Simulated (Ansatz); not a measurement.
# Na3BiH8O7: checking a database structure before trusting its electric field gradients

The cell is a COD entry, taken as it stands.

Space group P-1 (No. 2); a = 6.8399, b = 7.5976, c = 8.2274 Å, α = 92.45°, β = 90.40°, γ = 115.60°.

| site | Wyckoff | site symmetry | x | y | z |
| --- | --- | --- | --- | --- | --- |
| Na1 | 2i | 1 | 0.1991 | 0.1165 | 0.6320 |
| Na3 | 2i | 1 | 0.9440 | 0.6274 | 0.6357 |
| Na5 | 2i | 1 | 0.3128 | 0.8563 | 0.3595 |
| Bi | 2i | 1 | 0.4536 | 0.6133 | 0.6716 |
| H9 | 2i | 1 | 0.1664 | 0.0934 | 0.2289 |
| H11 | 2i | 1 | 0.3121 | 0.8587 | 0.7582 |
| H13 | 2i | 1 | 0.3586 | 0.8473 | 0.0126 |
| H15 | 2i | 1 | 0.2830 | 0.2711 | 0.9709 |
| H17 | 2i | 1 | 0.9726 | 0.6514 | 0.9901 |
| H19 | 2i | 1 | 0.9049 | 0.5693 | 0.2365 |
| H21 | 2i | 1 | 0.1628 | 0.0713 | 0.9145 |
| H23 | 2i | 1 | 0.7707 | 0.4618 | 0.8987 |
| O25 | 2i | 1 | 0.8644 | 0.6129 | 0.9225 |
| O27 | 2i | 1 | 0.1883 | 0.1211 | 0.3489 |
| O29 | 2i | 1 | 0.2499 | 0.7840 | 0.0722 |
| O31 | 2i | 1 | 0.3122 | 0.1572 | 0.9150 |
| O33 | 2i | 1 | 0.9114 | 0.6165 | 0.3502 |
| O35 | 2i | 1 | 0.4344 | 0.6198 | 0.4219 |
| O37 | 2i | 1 | 0.3244 | 0.8578 | 0.6556 |

One atom of each set is listed.

Method: Kohn–Sham DFT in Ansatz, PBE, plane waves and PAW, scalar-relativistic, 420 eV cutoff, Γ-centred 4×3×3 k-points, Fermi–Dirac smearing 0.02 eV.

Question: Do the atoms and the cell lie near the calculated equilibrium?

Answer: No. The largest force is 11 eV/Å, on atom 25 (O: 2 H at 0.86–1.05 Å, angle 119°; also 1 H at 1.81 Å, 1 Na at 2.42 Å), and the pressure is 7.3 GPa, with principal stresses up to 13 GPa in size. Such values can come from imprecise or misplaced coordinates, missing atoms or a wrong setting of the space group; the run alone doesn't tell which, and gradients calculated on this entry can't be taken for those of the compound at ambient conditions.
